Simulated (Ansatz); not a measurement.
CsCdCl$_{3}$ (cubic perovskite)

```xyz
5
Lattice="5.2579 0.0000 0.0000 0.0000 5.2579 0.0000 0.0000 0.0000 5.2579" Properties=species:S:1:pos:R:3 pbc="T T T"
Cs     0.0000     0.0000     0.0000
Cd     2.6289     2.6289     2.6289
Cl     0.0000     2.6289     2.6289
Cl     2.6289     0.0000     2.6289
Cl     2.6289     2.6289     0.0000
```

Two coordinates are scanned: the volume, and the ratio of the stretch along z (the conventional c axis) to the stretch across it. Atoms keep their fractional coordinates.

These are r2SCAN (plane waves to 500 eV, PAW, scalar-relativistic; Ansatz, a quantum-chemistry and plane-wave program) values and carry that method's errors. k mesh 6×6×6 (Γ-centred), Fermi-Dirac smearing 0.05 eV. Stress and pressure are positive under compression. CsCdCl3 was relaxed with its symmetry unable to fall.

Changes of σzz (GPa) from the point V/V₀ = 1.000, (c/a)/(c/a)₀ = 1.000 when one coordinate moves alone (two changes are said to add if the coupling is within 5 % of the smaller one, nearly so within 20 %):

```json
[
 {"point": "V/V₀ = 1.000, (c/a)/(c/a)₀ = 0.920", "change": "2.980"},
 {"point": "V/V₀ = 1.000, (c/a)/(c/a)₀ = 0.947", "change": "1.797"},
 {"point": "V/V₀ = 1.000, (c/a)/(c/a)₀ = 0.973", "change": "0.815"},
 {"point": "V/V₀ = 0.960, (c/a)/(c/a)₀ = 1.000", "change": "1.605"},
 {"point": "V/V₀ = 0.973, (c/a)/(c/a)₀ = 1.000", "change": "1.028"},
 {"point": "V/V₀ = 0.987, (c/a)/(c/a)₀ = 1.000", "change": "0.493"},
 {"point": "V/V₀ = 1.013, (c/a)/(c/a)₀ = 1.000", "change": "-0.456"},
 {"point": "V/V₀ = 1.027, (c/a)/(c/a)₀ = 1.000", "change": "-0.878"},
 {"point": "V/V₀ = 1.040, (c/a)/(c/a)₀ = 1.000", "change": "-1.267"},
 {"point": "V/V₀ = 1.000, (c/a)/(c/a)₀ = 1.027", "change": "-0.674"},
 {"point": "V/V₀ = 1.000, (c/a)/(c/a)₀ = 1.053", "change": "-1.229"},
 {"point": "V/V₀ = 1.000, (c/a)/(c/a)₀ = 1.080", "change": "-1.684"}
]
```

Do the two effects add at V/V₀ = 1.040, (c/a)/(c/a)₀ = 0.973? Give the computed change.

The sum of the single changes is -1.267 + (0.815) = -0.452; the calculation gives -0.598, so the coupling contributes -0.146 (under 20 % of the smaller single change, nearly additive).

What is the change at V/V₀ = 0.973, (c/a)/(c/a)₀ = 0.973, where both move, and how far is it from the sum?

The sum of the single changes is 1.028 + (0.815) = 1.843; the calculation gives 1.955, so the coupling contributes 0.112 (under 20 % of the smaller single change, nearly additive).

What is the change at V/V₀ = 1.027, (c/a)/(c/a)₀ = 0.947, where both move, and how far is it from the sum?

The sum of the single changes is -0.878 + (1.797) = 0.919; the calculation gives 0.708, so the coupling contributes -0.211 (over 20 % of the smaller single change, not additive).

(Under strain, the slope of the energy per volume gives the stress and its curvature an elastic modulus.)
